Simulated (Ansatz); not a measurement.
# Sb, first-principles data

Sb:
```cif
data_Sb
_chemical_formula_sum 'Sb1'
_space_group_name_H-M_alt 'P 1'
_space_group_IT_number 1
_cell_length_a 3.06084
_cell_length_b 3.06084
_cell_length_c 3.06084
_cell_angle_alpha 90.000
_cell_angle_beta 90.000
_cell_angle_gamma 90.000
loop_
_space_group_symop_operation_xyz
  'x, y, z'
loop_
_atom_site_label
_atom_site_type_symbol
_atom_site_fract_x
_atom_site_fract_y
_atom_site_fract_z
_atom_site_occupancy
Sb1 Sb 0.00000 0.00000 0.00000 1
```

Space group Pm-3m (No. 221), simple cubic; conventional cell a = b = c = 3.0608 Å, α = β = γ = 90.00°.

Method: PBEsol in the plane-wave PAW code Ansatz. Structure relaxed to zero pressure with the same functional. Other levels are named where they apply.

### Cell and energy

```json
{
 "volume_per_atom": "28.68 Å³",
 "density": "7.05 g/cm³"
}
```

### Electronic structure

```json
{
 "electronic_character": "metallic (no gap)",
 "Density of states at the Fermi level": "0.49 states/eV per atom (mean over ±0.08 eV)",
 "Gap with spin–orbit coupling": "none (metallic)"
}
```

### Mechanics

```json
{
 "Bulk modulus (Birch–Murnaghan fit)": "64.9 GPa",
 "Pressure derivative B′": "4.7",
 "Elastic constants (relaxed ions, GPa)": "C11 = 147, C12 = 20.0, C44 = 11.3",
 "mechanical_stability": "stable (all eigenvalues of C positive)",
 "hill_bulk_and_shear_moduli": "62.4 and 24.6 GPa",
 "Young's modulus": "65.1 GPa",
 "Poisson's ratio": "0.33",
 "debye_temperature_from_the_elastic_constants": "203 K"
}
```

The workflow started from a Materials Project entry (that database holds measured and hypothetical structures alike); the Crystallography Open Database files this formula in space group No. 221, but the cells were not matched. It is not the phase usual at ambient conditions (space group No. 166). The cell was relaxed with PBEsol under the symmetry of its start; whether a distortion lowers the energy is not shown. As this level gives no gap, shear constants depend on the k-mesh and smearing (Fermi–Dirac, 0.1 eV here). Spin–orbit coupling is left out wherever it is not named.

Potentials: the earlier of the program's two PAW sets.
